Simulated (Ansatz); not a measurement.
GeI₂:
```
CELL_PARAMETERS angstrom
      4.14701     0.00000     0.00000
     -2.07351     3.59142     0.00000
      0.00000     0.00000     6.64495
ATOMIC_POSITIONS crystal
  Ge 0.00000 0.00000 0.00000
  I  0.33333 0.66667 0.25962
  I  0.66667 0.33333 0.74038
```

Cartesian axes are those of the cell as given.

Give the high-frequency dielectric tensor and the Born effective charge tensors of the independent atoms from DFPT, the program Ansatz at the LDA level (PAW).


ε∞:
```
9.87  0.00  0.00
0.00  9.87  0.00
0.00  0.00  6.73
```
Z* of atom 1 (Ge), rows: field, columns: displacement, in e:
```
4.68  0.00  0.00
0.00  4.68  0.00
0.00  0.00  1.75
```
Z* of atom 2 (I), rows: field, columns: displacement, in e:
```
-2.34   0.00   0.00
 0.00  -2.34   0.00
 0.00   0.00  -0.88
```

Static charges for comparison (Bader): Ge1 +0.66, I2 -0.33 e. Born charges measure polarisation by displacement and can exceed these by far.

Space group P-3m1 (CdI2 type). The workflow started from an entry of the Crystallography Open Database (COD), which files this formula under 2 space groups. Its standing as an ambient phase is unchecked. The LDA relaxation kept the symmetry of its start; whether a distortion lowers the energy is not shown. A crystal of weakly bound layers computed without a dispersion correction: the cell and the soft elastic constants depend strongly on that. Scalar-relativistic: spin–orbit coupling is off unless named, which matters more the heavier the elements.

Potentials: the later of the program's two PAW sets.
